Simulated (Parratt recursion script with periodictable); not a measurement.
Neutron reflectivity of Ag on SrTiO3 at several surface roughnesses

```
layer, from the top  thickness (Å)  density (g/cm³)  rms roughness of its top face (Å)  ρ (10⁻⁶ Å⁻²)  ρ″ (10⁻⁶ Å⁻²)
-------------------  -------------  ---------------  ---------------------------------  ------------  -------------
Ag                             400            8.808                             varied         2.912       0.008656
SrTiO3 (substrate)               –            5.086                                2.1         3.516   3.421 × 10⁻⁴
```

ρ and ρ″ are the real and imaginary parts of the scattering length density. Vacuum lies above.

Densities are inputs, not measurements. They were set from computed cells of the Materials Project: Ag from entry mp-124 (Fm-3m, 10.363 g/cm³, taken at 85 %); SrTiO3 from entry mp-5229 (Pm-3m, 5.086 g/cm³). A layer's crystal structure does not enter its constants, only its composition and density.

Simulated, not measured: specular neutron reflectivity, Parratt recursion, Névot-Croce roughness, natural isotopes, no magnetic scattering (Parratt recursion script with periodictable 1.7.1).

Neutron wavelength 5.5 Å. Q is scanned from 0.004 to 0.25 Å⁻¹ in 600 evenly spaced points, and the curve is smoothed with a Gaussian of 0.001 Å⁻¹ full width. A maximum is a scan point above both neighbours; its place and height come from a parabola through R at the three points.

The table follows two fringe maxima, those next to orders 7 and 12 of m = (d/2π)(Q² − 16πρ)^½, through runs that differ in the roughness σ₁ of the film surface alone.

| σ₁ (Å) | Q of the first (Å⁻¹) | R there | Q of the second (Å⁻¹) | R there |
|---|---|---|---|---|
| 0 | 0.1098 | 1.33 × 10⁻⁵ | 0.1883 | 1.51 × 10⁻⁶ |
| 4 | 0.1098 | ? | 0.1883 | ? |
| 7 | 0.1097 | 8.22 × 10⁻⁶ | 0.1883 | 3.95 × 10⁻⁷ |
| 10 | 0.1097 | 5.15 × 10⁻⁶ | 0.1884 | 1.38 × 10⁻⁷ |

Question: Estimate the two heights for σ₁ = 4 Å.

Answer: At a maximum the amplitudes from the film's two faces add: R ≈ (|r₁|g₁ + |r₂|g₂A)². Here q₀ = Q, qⱼ = (Q² − 16πρⱼ)^½ (1 film, 2 substrate), |r₁| = |q₀² − q₁²|/(q₀ + q₁)², |r₂| = |q₁² − q₂²|/(q₁ + q₂)² with the numerators taken from the constants, g₁ = exp(−q₀q₁σ₁²/2), g₂ = exp(−q₁q₂σ₂²/2), and A = exp(−8πρ″₁d/q₁) for absorption in the film.

Check on a shown row, σ₁ = 10 Å, second maximum: q₀ = 0.1884, q₁ = 0.1880, q₂ = 0.1879 Å⁻¹; |r₁| = 0.00103, |r₂| = 2.15 × 10⁻⁴; g₁ = 0.170, g₂ = 0.925, A = 1.000; R ≈ 1.40 × 10⁻⁷ against 1.38 × 10⁻⁷ in the table.

- σ₁ = 4 Å, first maximum: q₀ = 0.1098, q₁ = 0.1091, q₂ = 0.1090 Å⁻¹; |r₁| = 0.00305, |r₂| = 6.38 × 10⁻⁴; g₁ = 0.909, g₂ = 0.974, A = 0.999; R ≈ 1.15 × 10⁻⁵.
- σ₁ = 4 Å, second maximum: q₀ = 0.1883, q₁ = 0.1879, q₂ = 0.1878 Å⁻¹; |r₁| = 0.00103, |r₂| = 2.15 × 10⁻⁴; g₁ = 0.753, g₂ = 0.925, A = 1.000; R ≈ 9.50 × 10⁻⁷.

The run gave 1.13 × 10⁻⁵ and 9.45 × 10⁻⁷; the estimates are 1.02 and 1.01 times these.
